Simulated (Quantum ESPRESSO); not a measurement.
# W2Mo2Se6PCl: one run as intended and one with a planted mistake

A calculation, not a measurement. The program is pw.x of Quantum ESPRESSO 7.5 (plane-wave density functional theory). The cell is made up: 12 atoms on a layered 2H lattice, with randomly drawn elements, strain and displacements, not relaxed. PseudoDojo standard norm-conserving files (v0.5 for PBE, v0.4.1 for LDA and PBEsol) set the functional; there is no spin polarisation, spin-orbit coupling or dispersion term, and the masses in the input are unused placeholders.

Intended input:

```
&control calculation='scf', pseudo_dir='./dojo.nc.sr.pbe.v0_5.standard.upf', outdir='./o', disk_io='medium', tprnfor=.true., tstress=.true. /
&system ibrav=0, nat=12, ntyp=5, nbnd=88, ecutwfc=85.99341389, nosym=.true., tot_charge=0,
 occupations='smearing', smearing='fd', degauss=0.0018374661
/
&electrons conv_thr=7.350e-09, electron_maxstep=60, /
ATOMIC_SPECIES
Cl 1.0 Cl.upf
Mo 1.0 Mo.upf
P 1.0 P.upf
Se 1.0 Se.upf
W 1.0 W.upf
CELL_PARAMETERS angstrom
3.2798 -0.0473 -0.0605
-0.0818 5.6712 -0.0113
-0.2425 -0.026 13.3009
ATOMIC_POSITIONS angstrom
W -0.1014 1.8425 3.3082
Mo 1.4862 0.8356 9.9808
W 1.513 4.7016 3.2841
Mo -0.242 3.6994 9.9663
Se -0.1094 1.8696 8.2769
Se -0.2347 1.8422 11.6527
Se 1.6149 0.9538 1.6339
P 1.5539 0.9414 5.051
Se 1.4046 4.7885 8.2806
Se 1.3965 4.6459 11.5133
Cl -0.0727 3.7807 1.681
Se -0.0862 3.8006 5.0548
K_POINTS automatic
7 4 2 1 1 1
```

The log is shortened where brackets say so; the opening notice, blank lines, dates and the lines on written files are dropped, and the path of the files is cut. It prints rydbergs, bohrs and kilobars, and counts compression as positive stress. Where no state is partly filled, the Fermi energy that it prints is only some level between the filled and the empty states on the mesh, and need not lie in the true gap.

Log of the intended run:

```
     Program PWSCF v.7.5
     Parallel version (MPI & OpenMP), running on       1 processor cores
     Number of MPI processes:                 1
     Threads/MPI process:                     1
     [start-up lines left out]
     bravais-lattice index     =            0
     lattice parameter (alat)  =       6.1996  a.u.
     unit-cell volume          =    1668.6350 (a.u.)^3
     number of atoms/cell      =           12
     number of atomic types    =            5
     number of electrons       =       164.00
     number of Kohn-Sham states=           88
     kinetic-energy cutoff     =      85.9934  Ry
     charge density cutoff     =     343.9737  Ry
     scf convergence threshold =      7.3E-09
     mixing beta               =       0.7000
     number of iterations used =            8  plain     mixing
     Exchange-correlation= PBE
                           (   1   4   3   4   0   0   0)
     [axes and pseudopotential details left out]
   Cartesian axes
     site n.     atom                  positions (alat units)
         1        W      tau(   1) = (  -0.0309080   0.5616181   1.0083827  )
         2        Mo     tau(   2) = (   0.4530132   0.2547018   3.0422785  )
         3        W      tau(   3) = (   0.4611822   1.4331092   1.0010367  )
         4        Mo     tau(   4) = (  -0.0737648   1.1276256   3.0378587  )
         5        Se     tau(   5) = (  -0.0333466   0.5698786   2.5229075  )
         6        Se     tau(   6) = (  -0.0715396   0.5615267   3.5518956  )
         7        Se     tau(   7) = (   0.4922427   0.2907307   0.4980341  )
         8        P      tau(   8) = (   0.4736491   0.2869510   1.5396109  )
         9        Se     tau(   9) = (   0.4281405   1.4595975   2.5240353  )
        10        Se     tau(  10) = (   0.4256715   1.4161312   3.5094046  )
        11        Cl     tau(  11) = (  -0.0221599   1.1524069   0.5123908  )
        12        Se     tau(  12) = (  -0.0262749   1.1584726   1.5407692  )
     number of k points=    28  Fermi-Dirac smearing, width (Ry)=  0.0018
                       cart. coord. in units 2pi/alat
        k(    1) = (   0.0736730   0.0734990   0.0631500), wk =   0.0714286
        k(    2) = (   0.0713933   0.0732203  -0.0602183), wk =   0.0714286
     [further k points left out]
     Dense  grid:   179799 G-vectors     FFT dimensions: (  40,  64, 150)
     Estimated max dynamical RAM per process >     377.20 MB
     Initial potential from superposition of free atoms
     starting charge     163.9955, renormalised to     164.0000
     Starting wfcs are  102 randomized atomic wfcs
     total cpu time spent up to now is       38.2 secs
     per-process dynamical memory:   206.7 Mb
     Self-consistent Calculation
     iteration #  1     ecut=    85.99 Ry     beta= 0.70
     Davidson diagonalization with overlap
     ethr =  1.00E-02,  avg # of iterations =  2.0
     Threshold (ethr) on eigenvalues was too large:
     Diagonalizing with lowered threshold
     Davidson diagonalization with overlap
     ethr =  5.44E-04,  avg # of iterations =  2.1
     total cpu time spent up to now is      245.8 secs
     total energy              =   -2085.91261002 Ry
     estimated scf accuracy    <       0.93010049 Ry
     iteration #  2     ecut=    85.99 Ry     beta= 0.70
     Davidson diagonalization with overlap
     ethr =  5.67E-04,  avg # of iterations =  9.7
     total cpu time spent up to now is      448.8 secs
     total energy              =   -2082.60822258 Ry
     estimated scf accuracy    <      54.11557765 Ry
     [iterations 3 to 20 left out]
     iteration # 21     ecut=    85.99 Ry     beta= 0.70
     Davidson diagonalization with overlap
     ethr =  9.57E-12,  avg # of iterations =  3.5
     total cpu time spent up to now is     2649.1 secs
     total energy              =   -2086.40918928 Ry
     estimated scf accuracy    <          7.6E-09 Ry
     iteration # 22     ecut=    85.99 Ry     beta= 0.70
     Davidson diagonalization with overlap
     ethr =  4.60E-12,  avg # of iterations =  2.7
     total cpu time spent up to now is     2757.0 secs
     End of self-consistent calculation
     [lines on levels left out]
     the Fermi energy is    12.3358 ev
!    total energy              =   -2086.40918928 Ry
     estimated scf accuracy    <          6.3E-10 Ry
     smearing contrib. (-TS)   =      -0.00000000 Ry
     internal energy E=F+TS    =   -2086.40918928 Ry
     The total energy is F=E-TS. E is the sum of the following terms:
     one-electron contribution =   -1238.31072236 Ry
     hartree contribution      =     670.72688094 Ry
     xc contribution           =    -411.32909003 Ry
     ewald contribution        =   -1107.49625783 Ry
     convergence has been achieved in  22 iterations
     Forces acting on atoms (cartesian axes, Ry/au):
     atom    1 type  5   force =     0.04299089    0.02765783    0.09033052
     atom    2 type  2   force =    -0.02211239    0.07739836   -0.03740279
     atom    3 type  5   force =     0.01711182    0.03637316    0.05290768
     atom    4 type  2   force =     0.00249338    0.02655827   -0.04167300
     atom    5 type  4   force =    -0.02147069   -0.01622400    0.01028514
     atom    6 type  4   force =     0.03659908   -0.00175972    0.02312270
     atom    7 type  4   force =    -0.04445264   -0.03334038   -0.03951773
     atom    8 type  3   force =     0.00705746   -0.02137411   -0.07816067
     atom    9 type  4   force =    -0.00682951   -0.06490808   -0.02563141
     atom   10 type  4   force =     0.01202002   -0.02042143    0.07131992
     atom   11 type  1   force =    -0.01760047   -0.00592858    0.01247629
     atom   12 type  4   force =    -0.00580695   -0.00403134   -0.03805665
     Total force =     0.228145     Total SCF correction =     0.000198
     Computing stress (Cartesian axis) and pressure
          total   stress  (Ry/bohr**3)                   (kbar)     P=       15.27
   0.00007977   0.00017764   0.00027946           11.73       26.13       41.11
   0.00017764   0.00013042   0.00013519           26.13       19.18       19.89
   0.00027946   0.00013519   0.00010115           41.11       19.89       14.88
     init_run     :     36.27s CPU     38.04s WALL (       1 calls)
     electrons    :   2623.51s CPU   2718.74s WALL (       1 calls)
     forces       :     22.42s CPU     22.70s WALL (       1 calls)
     stress       :     69.55s CPU     71.85s WALL (       1 calls)
     [timing details left out]
     PWSCF        :  45m52.38s CPU  47m33.50s WALL
     JOB DONE.
```

A second run has one planted mistake: the files are those of another functional. The input lines that differ, file-writing options aside:

```
- &control calculation='scf', pseudo_dir='./dojo.nc.sr.pbe.v0_5.standard.upf', outdir='./o', disk_io='medium', tprnfor=.true., tstress=.true. /
+ &control calculation='scf', pseudo_dir='./dojo.nc.sr.lda.v0_4_1.standard.upf', outdir='./o', disk_io='low', tprnfor=.true., tstress=.true. /
```

Its log:

```
     Program PWSCF v.7.5
     Parallel version (MPI & OpenMP), running on       4 processor cores
     Number of MPI processes:                 4
     Threads/MPI process:                     1
     [start-up lines left out]
     bravais-lattice index     =            0
     lattice parameter (alat)  =       6.1996  a.u.
     unit-cell volume          =    1668.6350 (a.u.)^3
     number of atoms/cell      =           12
     number of atomic types    =            5
     number of electrons       =       164.00
     number of Kohn-Sham states=           88
     kinetic-energy cutoff     =      85.9934  Ry
     charge density cutoff     =     343.9737  Ry
     scf convergence threshold =      7.3E-09
     mixing beta               =       0.7000
     number of iterations used =            8  plain     mixing
     Exchange-correlation= SLA  PW   NOGX NOGC
                           (   1   4   0   0   0   0   0)
     [axes and pseudopotential details left out]
   Cartesian axes
     site n.     atom                  positions (alat units)
         1        W      tau(   1) = (  -0.0309080   0.5616181   1.0083827  )
         2        Mo     tau(   2) = (   0.4530132   0.2547018   3.0422785  )
         3        W      tau(   3) = (   0.4611822   1.4331092   1.0010367  )
         4        Mo     tau(   4) = (  -0.0737648   1.1276256   3.0378587  )
         5        Se     tau(   5) = (  -0.0333466   0.5698786   2.5229075  )
         6        Se     tau(   6) = (  -0.0715396   0.5615267   3.5518956  )
         7        Se     tau(   7) = (   0.4922427   0.2907307   0.4980341  )
         8        P      tau(   8) = (   0.4736491   0.2869510   1.5396109  )
         9        Se     tau(   9) = (   0.4281405   1.4595975   2.5240353  )
        10        Se     tau(  10) = (   0.4256715   1.4161312   3.5094046  )
        11        Cl     tau(  11) = (  -0.0221599   1.1524069   0.5123908  )
        12        Se     tau(  12) = (  -0.0262749   1.1584726   1.5407692  )
     number of k points=    28  Fermi-Dirac smearing, width (Ry)=  0.0018
                       cart. coord. in units 2pi/alat
        k(    1) = (   0.0736730   0.0734990   0.0631500), wk =   0.0714286
        k(    2) = (   0.0713933   0.0732203  -0.0602183), wk =   0.0714286
     [further k points left out]
     Dense  grid:   179799 G-vectors     FFT dimensions: (  40,  64, 150)
     Estimated max dynamical RAM per process >     588.41 MB
     Estimated total dynamical RAM >       2.17 GB
     Initial potential from superposition of free atoms
     starting charge     163.9965, renormalised to     164.0000
     Starting wfcs are  102 randomized atomic wfcs
     total cpu time spent up to now is        7.4 secs
     per-process dynamical memory:   422.0 Mb
     Self-consistent Calculation
     iteration #  1     ecut=    85.99 Ry     beta= 0.70
     Davidson diagonalization with overlap
     ethr =  1.00E-02,  avg # of iterations =  2.0
     Threshold (ethr) on eigenvalues was too large:
     Diagonalizing with lowered threshold
     Davidson diagonalization with overlap
     ethr =  5.27E-04,  avg # of iterations =  2.1
     total cpu time spent up to now is       39.7 secs
     total energy              =   -2086.01579591 Ry
     estimated scf accuracy    <       0.90299165 Ry
     iteration #  2     ecut=    85.99 Ry     beta= 0.70
     Davidson diagonalization with overlap
     ethr =  5.51E-04,  avg # of iterations =  9.4
     total cpu time spent up to now is       67.0 secs
     total energy              =   -2082.69912440 Ry
     estimated scf accuracy    <      56.07010148 Ry
     [iterations 3 to 20 left out]
     iteration # 21     ecut=    85.99 Ry     beta= 0.70
     Davidson diagonalization with overlap
     ethr =  1.62E-11,  avg # of iterations =  3.4
     total cpu time spent up to now is      417.1 secs
     total energy              =   -2086.50292800 Ry
     estimated scf accuracy    <       0.00000001 Ry
     iteration # 22     ecut=    85.99 Ry     beta= 0.70
     Davidson diagonalization with overlap
     ethr =  8.36E-12,  avg # of iterations =  2.0
     total cpu time spent up to now is      431.4 secs
     End of self-consistent calculation
     [lines on levels left out]
     the Fermi energy is    12.0097 ev
!    total energy              =   -2086.50292800 Ry
     estimated scf accuracy    <          1.7E-09 Ry
     smearing contrib. (-TS)   =      -0.00000000 Ry
     internal energy E=F+TS    =   -2086.50292800 Ry
     The total energy is F=E-TS. E is the sum of the following terms:
     one-electron contribution =   -1243.81099705 Ry
     hartree contribution      =     671.11526992 Ry
     xc contribution           =    -406.31094304 Ry
     ewald contribution        =   -1107.49625783 Ry
     convergence has been achieved in  22 iterations
     Forces acting on atoms (cartesian axes, Ry/au):
     atom    1 type  5   force =     0.04002002    0.02751842    0.08101572
     atom    2 type  2   force =    -0.02085480    0.07380177   -0.03627748
     atom    3 type  5   force =     0.01540194    0.03393841    0.04813152
     atom    4 type  2   force =     0.00337640    0.02687107   -0.03900015
     atom    5 type  4   force =    -0.02092583   -0.01610118    0.02840524
     atom    6 type  4   force =     0.03450569   -0.00203293    0.00264902
     atom    7 type  4   force =    -0.04132349   -0.03170688   -0.01418396
     atom    8 type  3   force =     0.00683646   -0.02100181   -0.09123864
     atom    9 type  4   force =    -0.00671793   -0.06236125   -0.00614122
     atom   10 type  4   force =     0.01114764   -0.01956925    0.04851605
     atom   11 type  1   force =    -0.01597133   -0.00594919    0.03609259
     atom   12 type  4   force =    -0.00549478   -0.00340718   -0.05796870
     Total force =     0.219865     Total SCF correction =     0.000305
     Computing stress (Cartesian axis) and pressure
          total   stress  (Ry/bohr**3)                   (kbar)     P=      -56.68
  -0.00040063   0.00016956   0.00026827          -58.93       24.94       39.46
   0.00016956  -0.00035341   0.00013113           24.94      -51.99       19.29
   0.00026827   0.00013113  -0.00040179           39.46       19.29      -59.10
     init_run     :      7.06s CPU      7.31s WALL (       1 calls)
     electrons    :    417.04s CPU    423.94s WALL (       1 calls)
     forces       :      2.95s CPU      2.99s WALL (       1 calls)
     stress       :      9.89s CPU     10.11s WALL (       1 calls)
     [timing details left out]
     PWSCF        :   7m17.16s CPU   7m24.65s WALL
     JOB DONE.
```

|  | intended run | run with the mistake |
| --- | --- | --- |
| free energy (eV) | -28387.043 | -28388.319 |
| smearing term -TS (eV) | 0.0000 | 0.0000 |
| pressure (GPa) | 1.53 | -5.67 |
| largest force component (eV/Å) | 2.322 | 2.346 |
| largest change of a force component (eV/Å) |  | 0.651 |
| iterations | 22 | 22 |

For scale, a rerun of the intended cell at a cutoff of 1467 eV and k mesh 9 x 6 x 4 moved values by no more than 0.004 eV in energy, 0.02 GPa in stress and 0.004 eV/Å in force. Files of another functional have another zero of energy, so the energy change says nothing on stability.